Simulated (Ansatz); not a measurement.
HfN (rock salt)

```
CELL_PARAMETERS angstrom
      0.00000     2.27394     2.27394
      2.27394     0.00000     2.27394
      2.27394     2.27394     0.00000
ATOMIC_POSITIONS crystal
  N  0.00000 0.00000 0.00000
  Hf 0.50000 0.50000 0.50000
```

The atoms are displaced by Q × the pattern below (from a DFPT mode at Γ, largest move 1; Q in Å), at fixed cell. It is one choice among 3 degenerate patterns.

| atom | x | y | z |
|---|---|---|---|
| N1 | 0.000 | 0.000 | -1.000 |
| Hf2 | 0.000 | 0.000 | 0.078 |

All values below come from PBE (plane waves to 420 eV, PAW, scalar-relativistic; Ansatz, a program for electronic structure). k mesh 18×18×18 (Γ-centred), Fermi-Dirac smearing 0.05 eV. The energy includes the smearing's −TS. With partly filled bands, energies and forces of such displacements shift with the k mesh and the smearing. HfN is run without spin polarisation. HfN was relaxed with its symmetry unable to fall. Spin-orbit coupling is left out, though Hf is heavy. The zero of ΔE is the undisplaced structure. The last digit holds for this mesh only.

| Q (Å) | ΔE (meV/cell) |
|---|---|
| -0.1000 | withheld |
| -0.0833 | 44.3 |
| -0.0667 | 28.3 |
| -0.0500 | 15.9 |
| -0.0333 | 7.1 |
| -0.0167 | 1.8 |
| 0.0000 | 0.0 |
| 0.0167 | 1.8 |
| 0.0333 | 7.1 |
| 0.0500 | 15.9 |
| 0.0667 | 28.3 |
| 0.0833 | 44.3 |
| 0.1000 | withheld |

### Question
Fit an even polynomial form (powers 2, 4) to the given rows and predict ΔE at Q = -0.1000.

### Answer
Least squares on the 11 given rows: ΔE = (6347)·Q² + (5070)·Q⁴, in meV/cell with Q in Å; root-mean-square residual 0.03 meV/cell. At -0.1000 the fit gives 64.0 meV/cell; the calculation gives 63.8 meV/cell, so the extrapolation is off by 0.2 (+0.3 %). The quadratic term alone would give 63.5 meV/cell.

(A displaced cell: forces are minus the slopes of the energy, force constants its curvatures, and phonons follow from these.)
